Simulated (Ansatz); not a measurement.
Values for one crystal, relaxed and computed with r²SCAN+D4 in the plane-wave PAW code Ansatz; other levels are named.

| Property | Result |
|---|---|
| Volume per atom | 26.32 Å³ |
| Electronic character | metallic (no gap) |
| Density of states at the Fermi level | 0.17 states/eV per atom (mean over ±0.08 eV) |
| Formation energy from the elements (no fitted shifts) | -29 kJ/mol of atoms |

Q: Which of these materials gives this?
A. CoZrS2, C2/m (S on 4i, Zr on 2c, Co on 2a)
B. TiHS2, P3m1 (S on 1c, Ti on 1a, S on 1b, H on 1b)
C. TiYS2, P-3m1 (S on 2d, Ti on 1a, Y on 1b)
D. Te2Mo, P2_1/m (Pearson symbol mP12)

A: D, Te2Mo, P2_1/m (Pearson symbol mP12)

The workflow started from an entry of the Crystallography Open Database (COD), which files this formula under 2 space groups. It is not the phase usual at ambient conditions (space group No. 194). The r²SCAN+D4 relaxation kept the symmetry of its start; whether a distortion lowers the energy is not shown. No spin polarisation was allowed. The references are the lowest solids computed at this level, not always the standard phases. Scalar-relativistic: spin–orbit coupling is off unless named, which matters more the heavier the elements.

Potentials: the later of the program's two PAW sets.
